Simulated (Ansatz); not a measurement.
Notes on K$_{4}$ReAs$_{2}$

```
CELL_PARAMETERS angstrom
2.82345 4.89037 0.00000
-2.82345 4.89037 0.00000
0.00000 -3.26024 8.95413
ATOMIC_POSITIONS crystal
K 0.38910 0.38910 0.16730
K 0.61090 0.61090 0.83270
Re 0.00000 0.00000 0.00000
As 0.08830 0.08830 0.26490
As 0.91170 0.91170 0.73510
K 0.20800 0.20800 0.62400
K 0.79200 0.79200 0.37600
```

Single point in Ansatz 0.2.0 with PBE, no spin polarisation. Cutoff 420 eV, PAW datasets, 7×7×7 Γ-centred k mesh, gaussian filling (width 0.0593 eV).

Q: What happens at the Fermi level?

A: It is a metal, with about 8 states/eV a cell as the mean within 0.25 eV of the Fermi level, mostly Re d (95 %).

Q: What does the stress say?

A: The pressure is 0.9 GPa (compression positive), so with the atoms held at these fractions the cell would first expand. The principal stresses -0.5, 1.6, 1.6 GPa differ, so its shape would change too.

Q: Which atom feels the largest force, and which way?

A: The largest is on K1 (and as large on other atoms): 0.51 eV/Å, components (0.00, 0.00, -0.51). It makes 105° with the line to a nearest neighbour, As4 at 3.38 Å.

Q: What is the formation energy?

A: 0.15 eV an atom against the elements' usual phases (free molecules for gases, crystals otherwise, with no correction for O₂ or N₂), so at this geometry it isn't bound against them. Relaxing would lower it.

Q: How is the charge shared?

A: Bader charges in e: K +0.72, Re -0.30, As -1.29. In the mean K gives up most and As takes most.

Q: Describe some of the short contacts.

A: Re–As at 2.37 Å: least valence density 0.72 e/Å³ and ELF 0.56 there. K–As at 3.22 Å: least valence density 0.11 e/Å³ and ELF 0.08 there. K–Re at 3.59 Å: least valence density 0.07 e/Å³ and ELF 0.05 there. Both are smooth PAW fields, read partly inside the augmentation spheres.

Origin: a known structure type with other elements, at an estimated volume, so it need not be a known compound. Caveats: many states at the Fermi level without spin polarisation, so a magnetic state may lie lower.
